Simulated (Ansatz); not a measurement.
HfO$_{2}$ (fluorite)

```xyz
6
Lattice="0.0000 5.0438 5.0438 2.5219 0.0000 2.5219 2.5219 2.5219 0.0000" Properties=species:S:1:pos:R:3 pbc="T T T"
Hf     0.0000     0.0000     0.0000
Hf     0.0000     2.5219     2.5219
O      1.2610     1.2610     1.2610
O      1.2610     3.7829     3.7829
O      3.7829     3.7829     3.7829
O      3.7829     6.3048     6.3048
```

In this cell atom 4 (O, nearest neighbour Hf at 2.184 Å; its periodic images, 3.6 Å or more away, move with it) is moved by s along Cartesian x, unit vector (1.000, 0.000, 0.000); all other atoms and the cell stay fixed.

Level of theory: PBEsol (plane waves to 420 eV, PAW, scalar-relativistic; Ansatz, a first-principles code). k mesh 9×9×9 (Γ-centred), Fermi-Dirac smearing 0.05 eV. Energies are smeared free energies. HfO2 is run without spin polarisation. HfO2 was relaxed with its symmetry unable to fall. Spin-orbit coupling is left out, though Hf is heavy. This is a high-temperature form of HfO2. The zero of ΔE is the undisplaced structure.

```csv
s (Å),ΔE (meV/cell)
-0.440,1291
-0.352,813
-0.264,451
-0.176,198
-0.088,49
0.000,0
0.088,49
0.176,198
0.264,451
0.352,withheld
0.440,1297
```

Problem. Fit a polynomial form (powers 2, 3, 4) to the given rows and predict ΔE at s = 0.352.

Solution. Least squares on the 10 given rows: ΔE = (6354)·s² + (31.03)·s³ + (1711)·s⁴, in meV/cell with s in Å; root-mean-square residual 0.5 meV/cell. At 0.352 the fit gives 815 meV/cell; the calculation gives 814 meV/cell, so the interpolation is off by 1 (+0.1 %). The quadratic term alone would give 787 meV/cell.

(For displaced atoms, the force is minus the slope of the energy, and its curvature is a force constant, which sets phonon frequencies.)
